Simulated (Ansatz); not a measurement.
Q: Each is relaxed and computed with plane-wave PAW PBEsol (Ansatz code). Which is the only one with a gap?
(A) Sc2AlC, P6_3/mmc (Sc on 4f, Al on 2d, C on 2a)
(B) Al3GaN4, P-43m (Al on 3c, Ga on 1a, N on 4e)
(C) AlP, CsCl type
(D) Ga2BiAs, R3m (Ga on 3a, Ga on 3a, Bi on 3a, As on 3a)

A: B, Al3GaN4, P-43m (Al on 3c, Ga on 1a, N on 4e). Al3GaN4: gap 3.32 eV; AlP: metal; Sc2AlC: metal; Ga2BiAs: metal. Typed or built starts, not in the databases checked: AlP, CsCl type. Not the usual ambient phase: AlP, CsCl type. Standing as an ambient phase not checked: Al3GaN4, P-43m (Al on 3c, Ga on 1a, N on 4e); Sc2AlC, P6_3/mmc (Sc on 4f, Al on 2d, C on 2a); Ga2BiAs, R3m (Ga on 3a, Ga on 3a, Bi on 3a, As on 3a). Perhaps ordered models of mixed-site phases: Al3GaN4, P-43m (Al on 3c, Ga on 1a, N on 4e). Unstable at this level: AlP, CsCl type. All cells were relaxed under the symmetry of their starts (and spin orders); stability against distortions was not tested throughout. Rows with no word on spin ran without spin polarisation. Spin–orbit coupling is left out wherever it is not named.

Potentials: the later of the program's two PAW sets.
